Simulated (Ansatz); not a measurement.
C:
Space group I4/mmm (No. 139); a = b = 4.365 Å, c = 2.502 Å, α = β = γ = 90.00°

| atom | site | symmetry | x | y | z |
|---|---|---|---|---|---|
| C | 8h | m.2m | 0.1803 | 0.1803 | 0.0000 |
(The calculation used a cell of 4 atoms; values per cell refer to that cell.)

Relaxed with r²SCAN.

Task: Which orbitals make up the states near the band edges in DFT-r²SCAN in the program Ansatz with PAW potentials?

Result: Top 1 eV of the valence band: C 2p 98 %. Bottom 1 eV of the conduction band: C 2p 60 %, C 2s 22 %, outside the projected shells 18 %. Projections are on Löwdin-orthogonalised atomic valence shells; empty p or d shells of many metals are not among them.

Task: Tabulate the density of states.

Result: States/eV per cell of 4 atoms, in 0.25 eV bins, energy from the valence-band maximum.

```tsv
E (eV)	total	C 2p	C 2s
-7.88	0.95	0.83	0.12
-7.63	0.98	0.86	0.11
-7.38	1.21	1.08	0.12
-7.13	1.06	0.96	0.10
-6.88	1.02	0.94	0.08
-6.63	1.22	1.13	0.09
-6.38	1.45	1.35	0.10
-6.13	1.40	1.30	0.10
-5.88	1.18	1.08	0.10
-5.63	1.22	1.11	0.11
-5.38	1.19	1.10	0.09
-5.13	1.30	1.21	0.09
-4.88	1.41	1.32	0.09
-4.63	1.58	1.48	0.09
-4.38	1.18	1.11	0.07
-4.13	1.31	1.24	0.07
-3.88	1.48	1.41	0.07
-3.63	1.54	1.48	0.06
-3.38	1.30	1.24	0.05
-3.13	1.10	1.05	0.05
-2.88	1.00	0.95	0.04
-2.63	0.81	0.78	0.03
-2.38	0.67	0.65	0.02
-2.13	0.57	0.55	0.02
-1.88	0.48	0.47	0.01
-1.63	0.41	0.40	0.01
-1.38	0.33	0.33	0.01
-1.13	0.26	0.26	0.00
-0.88	0.19	0.18	0.00
-0.63	0.13	0.13	0.00
-0.38	0.09	0.09	0.00
-0.13	0.04	0.04	0.00
0.12	0.00	0.00	0.00
0.37	0.00	0.00	0.00
0.62	0.00	0.00	0.00
0.87	0.00	0.00	0.00
1.12	0.00	0.00	0.00
1.37	0.00	0.00	0.00
1.62	0.00	0.00	0.00
1.87	0.00	0.00	0.00
2.12	0.00	0.00	0.00
2.37	0.00	0.00	0.00
2.62	0.00	0.00	0.00
2.87	0.03	0.02	0.01
3.12	0.05	0.03	0.01
3.37	0.07	0.04	0.02
3.62	0.09	0.06	0.02
3.87	0.11	0.07	0.02
4.12	0.13	0.08	0.03
4.37	0.22	0.14	0.05
4.62	0.53	0.34	0.14
4.87	1.06	0.60	0.36
5.12	1.22	0.73	0.39
5.37	1.20	0.74	0.36
5.62	1.24	0.80	0.33
5.87	1.21	0.78	0.30
6.12	1.37	0.91	0.31
6.37	1.51	1.03	0.32
6.62	1.59	1.10	0.31
6.87	1.73	1.25	0.30
7.12	1.44	1.04	0.24
7.37	1.36	0.98	0.21
```

The start of the workflow was typed in or built on a structure type; the Crystallography Open Database copy checked does not list it. It is not the phase usual at ambient conditions (space group No. 194, 227). The cell was relaxed with r²SCAN under the symmetry of its start; its stability against distortions is not shown here.

Potentials: the later of the program's two PAW sets.
